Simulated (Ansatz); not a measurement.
## A plane-wave run on YbPb

input.yaml (Ansatz 0.2.0)

```yaml
crystal:
  lattice:
    - [5.10681714, 5.10681714, 0.0]
    - [5.10681714, -5.10681714, 0.0]
    - [0.0, 0.0, 4.46206265]
  atoms:
    - { symbol: Pb, position: [0.0, 0.0, 0.0] }
    - { symbol: Pb, position: [0.5, 0.5, 0.0] }
    - { symbol: Pb, position: [0.0, 0.5, 0.0] }
    - { symbol: Pb, position: [0.5, 0.0, 0.0] }
    - { symbol: Yb, position: [0.25, 0.75, 0.5] }
    - { symbol: Yb, position: [0.75, 0.25, 0.5] }
    - { symbol: Yb, position: [0.25, 0.25, 0.5] }
    - { symbol: Yb, position: [0.75, 0.75, 0.5] }
kpoints:
  mp_grid: { grid: [4, 4, 5], shift: [0, 0, 0] }
  band_path:
    path:
      - [0.0, 0.0, 0.0]
      - [1.0, 0.0, 0.0]
      - [1.0, 1.0, 0.0]
      - [0.0, 0.0, 0.0]
      - [0.0, 0.0, 0.5]
      - [1.0, 0.0, 0.5]
      - [1.0, 1.0, 0.5]
      - [0.0, 0.0, 0.5]
      - [1.0, 0.0, 0.0]
      - [1.0, 0.0, 0.5]
      - [1.0, 1.0, 0.0]
    npoints: 6
magnetization:
  spin_polarized: true
scf:
  occupations: { method: tetrahedron }
  lower_state_search: "off"
  max_iter: 200
hamiltonian:
  pseudopotentials: { kind: paw }
  xc: r2scan
basis:
  ecutwfc: 500
  fft_grid_basis: typed
output:
  forces: true
  stress: true
  eigenvalues: true
  bader: true
  populations: true
  elf: true
  write_potential: true
  volumetric_format: npy
  dos:
    e_range: [-12, 8]
    de: 0.05
    projected: { site_lists: { Pb: [Pb], Yb: [Yb] } }
checkpoint:
  read: saved_state
```

The run starts from an earlier solution of this cell. The state carries no moments; the state need not be the lowest.

Excerpt of what it printed:

```
Yb: projections on atomic orbitals take those of the free atom [Kr 4d10] 4f14 5s2 5p6 5d0 6s2, of charge +0.00 (hamiltonian.pseudopotentials.projection_atoms); the dataset's partial waves leave at most 1.5e-4 of an orbital's norm unspanned inside its sphere
band count auto-derived: 93 (N_el = 152.0; filled up to band 76; 92 by the electrons, moments and atoms)
Pseudopotentials: kind: paw
Pseudopotential: Pb, paw, valence charge 14, recommended cutoff 500 eV (meta_gga), Pb.paw.azcp
Pseudopotential: Yb, paw, valence charge 24, recommended cutoff 500 eV (meta_gga), Yb.paw.azcp
Functional definition: r2SCAN
  exchange = r2scan_x(k0 = k0, k1 = k1, a1 = a1)
  correlation = r2scan_c
Crystal: 8 atoms, lattice volume = 232.737 Å³
Basis set: ecut = 500 eV, 5961 PW (Γ), exchange–correlation on 216×216×144 points (64 copies of the dense FFT grid, shifted against one another)
Bands: 93, of which v1, the nominal top of the filled ones, is band 76 counted from 1 (75 counted from 0)
Symmetry: 64 space group operations
Space group: P4/mmm (ITA 123), of the structure as read, at distance tolerance 6.2e-5 Å
k-points: 18 of 80
Initial density: read from a saved state, or passed on in memory by an earlier SCF of this step, an earlier step, the calling program or the single point that the run made first
Functional: x = r2scan, c = r2scan; τ floored in thin density (d = 2e-4 eV/Å³)
SCF iter   1: F=—  Δρ=2.13e-3  dr2=4.67e-2  dr2_τ=3.15e-4  dr2_m=0.00e0  M=0.000 μB ∫|m|=0.000 μB
SCF iter   2: F=—  Δρ=2.19e-3  dr2=3.13e-2  dr2_τ=1.13e-4  dr2_m=0.00e0  M=0.000 μB ∫|m|=0.000 μB
SCF iter   3: F=—  Δρ=6.44e-4  dr2=5.03e-3  dr2_τ=3.71e-5  dr2_m=0.00e0  M=0.000 μB ∫|m|=0.000 μB
SCF iter   4: F=—  Δρ=3.36e-4  dr2=1.75e-3  dr2_τ=1.03e-5  dr2_m=0.00e0  M=0.000 μB ∫|m|=0.000 μB  defer=139
SCF iter   5: F=—  Δρ=2.42e-4  dr2=4.14e-4  dr2_τ=3.71e-6  dr2_m=0.00e0  M=0.000 μB ∫|m|=0.000 μB  defer=139
SCF iter   6: F=—  Δρ=2.18e-4  dr2=4.08e-4  dr2_τ=1.68e-6  dr2_m=0.00e0  M=0.000 μB ∫|m|=0.000 μB  defer=139
SCF iter   7: F=—  Δρ=1.95e-5  dr2=4.60e-6  dr2_τ=1.20e-8  dr2_m=0.00e0  M=0.000 μB ∫|m|=0.000 μB  defer=139
SCF iter   8: F=—  Δρ=2.96e-5  dr2=7.11e-6  dr2_τ=9.57e-9  dr2_m=0.00e0  M=0.000 μB ∫|m|=0.000 μB  defer=139
SCF iter   9: F=—  Δρ=4.57e-6  dr2=2.40e-7  dr2_τ=1.00e-9  dr2_m=0.00e0  M=0.000 μB ∫|m|=0.000 μB  defer=139
SCF iter  10: F=—  Δρ=6.85e-6  dr2=4.26e-7  dr2_τ=1.14e-9  dr2_m=0.00e0  M=0.000 μB ∫|m|=0.000 μB
SCF iter  11: F=-102911.8192 eV  Δρ=7.74e-7  dr2=7.32e-9  dr2_τ=1.71e-10  dr2_m=0.00e0  M=0.000 μB ∫|m|=0.000 μB
Magnetization: 0.0000 μB (76.0000 up, 76.0000 down)
Absolute magnetization: 0.0000 μB (∫|ρ↑−ρ↓|)
Spin contamination: 0.0000 ħ² per cell (⟨S²⟩ above its minimum at these occupations)
Per-site moments (μB) at R_I (Å): [(0.0, 1.3987), (0.0, 1.3987), (0.0, 1.3987), (0.0, 1.3987), (0.0, 1.3987), (0.0, 1.3987), (0.0, 1.3987), (0.0, 1.3987)]
Free energy (F): -102911.8192 eV
Harris-Foulkes:  -102911.8192 eV  (|F-HF|=6.00e-9)
Internal energy: -102911.8130 eV  (E = F + TS)
E sigma→0 (E₀):  -102911.8192 eV
Entropy (-TS):   -0.0061 eV (-0.763 meV/atom)
Fermi energy:    12.5810 eV
--- Per-component energies (eV) ---
  E_band       = 50.3382
  E_kinetic    = 2585.1063
  E_local      = -28523.1565  (includes V_loc(G=0)·N_el)
  E_nonlocal   = 3586.7904
  E_hartree    = 12360.1114
  E_xc         = -1472.7638
  E_vxc        = -1494.8947  (∫ρ·V_xc dr)
  E_paw        = -71206.4677  (= ΣΔE_a)
  E_vpaw       = -923.4524  (= ΣTr[D̂ρ^β])
  E_aug_tail   = 0.0000  (compensation charges beyond the density's cutoff)
  E_vtau       = 99.7306  (kinetic-family band-sum trace: ∫τ·v_τ [+ j·A + Jᵃ·Aᵃ] dr)
  E_ewald      = -20248.6921
  E_core_change = 7.2588  (= ΣΔE_core)
  E_smearing   = -0.0061  (= −TS)
--- Stress (GPa, compression-positive) ---
       -1.4825       0.0000       0.0000
        0.0000      -1.4825       0.0000
        0.0000       0.0000      -0.4305
  P = ⅓ Tr σ = -1.1318 GPa (-11.318 kbar)
--- Löwdin populations: 8 sites ---
  site symbol       q [e]    m [muB]
     0     Pb     14.0389     0.0000
     1     Pb     14.0389     0.0000
     2     Pb     14.0389     0.0000
     3     Pb     14.0389     0.0000
     4     Yb     23.9066     0.0000
     5     Yb     23.9066     0.0000
     6     Yb     23.9066     0.0000
     7     Yb     23.9066     0.0000
  spilling = 0.0014 (of n_electrons = 152.0000)
--- Bader charges: 8 sites ---
  site symbol  charge [e]  shift [e]    m [muB]
     0     Pb     -1.2606     0.0000     0.0000
     1     Pb     -1.2606     0.0000     0.0000
     2     Pb     -1.2600     0.0000     0.0000
     3     Pb     -1.2600     0.0000     0.0000
     4     Yb      1.2603     0.0000     0.0000
     5     Yb      1.2603     0.0000     0.0000
     6     Yb      1.2603     0.0000     0.0000
     7     Yb      1.2603     0.0000     0.0000
```

Origin: a database entry at a rescaled volume. Caveats: empty levels are not fully converged; the input typed no starting moments; forces and stress under tetrahedra may miss the slope of the energy; f levels without a U or exact exchange are poorly placed.
